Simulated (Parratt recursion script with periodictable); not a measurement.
How the EUV peak of a Si/Mo multilayer on Si grows with the number of periods

| layer, from the top | thickness (Å) | density (g/cm³) | rms roughness of its top face (Å) | δ at 13.5 nm | β at 13.5 nm |
|---|---|---|---|---|---|
| Si (in each period) | 44.1 | 2.313 | 4 | 9.927 × 10⁻⁴ | 0.001813 |
| Mo (in each period) | 23.8 | 10.026 | 4 | 0.07476 | 0.006314 |
| Si (substrate) | – | 2.313 | 4 | 9.927 × 10⁻⁴ | 0.001813 |

The refractive index is n = 1 − δ + iβ; the runs take δ and β at each wavelength of the scan. Vacuum lies above.

Densities are inputs, not measurements. They were set from computed cells of the Materials Project: Si from entry mp-149 (Fd-3m, 2.313 g/cm³); Mo from entry mp-129 (Im-3m, 10.026 g/cm³). A layer's crystal structure does not enter its constants, only its composition and density.

Model: EUV and soft X-ray reflectivity, Parratt recursion, Névot-Croce roughness, Henke tables. Program: Parratt recursion script with periodictable 1.7.1.

Light falls along the surface normal, where s and p polarisation coincide. The wavelength is scanned from 12.42 to 14.58 nm in 161 evenly spaced points, without smoothing. The peak is the highest scan point; its wavelength and height come from a parabola through R at that point and its two neighbours.

The runs differ in the number of periods N alone.

```
N   peak λ (nm)  peak R (%)
--  -----------  ----------
15       13.289        40.5
25       13.296           ?
60       13.324        72.0
80       13.326        72.2
```

### Question
Estimate the peak reflectivity for N = 25, trying the form R = R∞ tanh²(aN).

### Answer
Take R∞ from the largest stack, 72.2 % at N = 80. For the shown row under 97 % of it, y = artanh[(R/R∞)^½] is 0.971 at N = 15, so a = 0.0647. This form gives tanh²y = 1.000 at N = 80, in keeping with the choice of R∞. At N = 25, y = 1.618 and R = 72.2 × tanh²y = 61.7 %.

The run gave 60.8 %, so the form misses by 0.9 points.
